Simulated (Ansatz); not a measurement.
Level of theory: Ansatz, DFT PBE, scalar-relativistic, plane waves, PAW. Settings: cutoff 420 eV, Γ-centred meshes spaced at most about 0.3 Å⁻¹, and about 0.25 Å⁻¹ or finer for metals (2π included), Gaussian smearing. Collinear spin in cells that started with moments and kept them past the coarse steps, no spin elsewhere.

All energies are static (0 K, no zero-point motion).

Two forms of Sc₃Te₂ were relaxed alike.

A. (site moments Sc 0.3 (×3) μB)

```
CELL_PARAMETERS angstrom
6.89399 0.00000 0.00000
-3.44700 5.97037 0.00000
0.00000 0.00000 4.26968
ATOMIC_POSITIONS crystal
Sc 0.50000 0.00000 0.00000
Sc 0.00000 0.50000 0.00000
Sc 0.50000 0.50000 0.00000
Te 0.33333 0.66667 0.50000
Te 0.66667 0.33333 0.50000
```

B. (no spin)

```
CELL_PARAMETERS angstrom
5.32609 0.00000 0.00000
0.00000 5.32609 0.00000
0.00000 0.00000 5.32609
ATOMIC_POSITIONS crystal
Sc 0.50000 0.00000 0.00000
Sc 0.00000 0.50000 0.00000
Sc 0.00000 0.00000 0.50000
Te 0.50000 0.50000 0.50000
Te 0.00000 0.00000 0.00000
```

Task: Which form is favoured at zero pressure, and by what margin per atom?

Result: A is lower, by 0.33 eV/atom. A has space group P6/mmm (No. 191), 35.1 Å³/atom and no gap on its mesh; B has space group Pm-3m (No. 221), 30.2 Å³/atom and no gap. Counting Te atoms around Sc (those within 1.25 times the shortest such distance or 1.15 times the sum of covalent radii), A has Sc 4 and B has Sc 2. Their magnetic states differ too, which can make part of the margin. The lower one is the more open, so pressure narrows the difference. Both come from invented guesses. A third cell relaxed alike, in P-6m2, lies 251 meV/atom below the lower of the two.

These runs have no spin–orbit coupling, which can matter for Te. The magnetic state reached may not be the lowest. Cells relaxed within their symmetry can be saddle points. Some candidate types were left out of the draw beforehand, so a known form may be missing.
